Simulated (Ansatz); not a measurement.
SiGe₃:
```
CELL_PARAMETERS angstrom
      3.96664     0.00000     0.00000
      0.00000     3.96664     0.00000
      0.00000     0.00000     5.59428
ATOMIC_POSITIONS crystal
  Si 0.00000 0.00000 0.00000
  Ge 0.50000 0.00000 0.24409
  Ge 0.50000 0.50000 0.50000
  Ge 0.00000 0.50000 0.75591
```

Relaxed with PBEsol.

### Question
Give the optical modes at the zone centre with their infrared activity from DFPT, PBEsol in the plane-wave PAW code Ansatz.

### Answer
Transverse frequencies, without the LO–TO term; a row sums one degenerate level.

```
ω (cm⁻¹)  degeneracy  IR ((D/Å)²/amu)     activity  symmetry
--------  ----------  ---------------  -----------  --------
82                 2             0.02           IR         E
234                1             0.00  IR-inactive        A1
266                1             0.04           IR        B2
277                2             0.00  IR-inactive         E
389                2             0.02           IR         E
392                1             0.00  IR-inactive        B2
```

Space group P-4m2. The start of the workflow was typed in or built on a structure type; neither database checked (COD, Materials Project) lists it. Whether it is the stable phase at ambient conditions was not checked. Symmetry was held in the PBEsol relaxation; whether a distortion lowers the energy is not shown.

Potentials: the later of the program's two PAW sets.
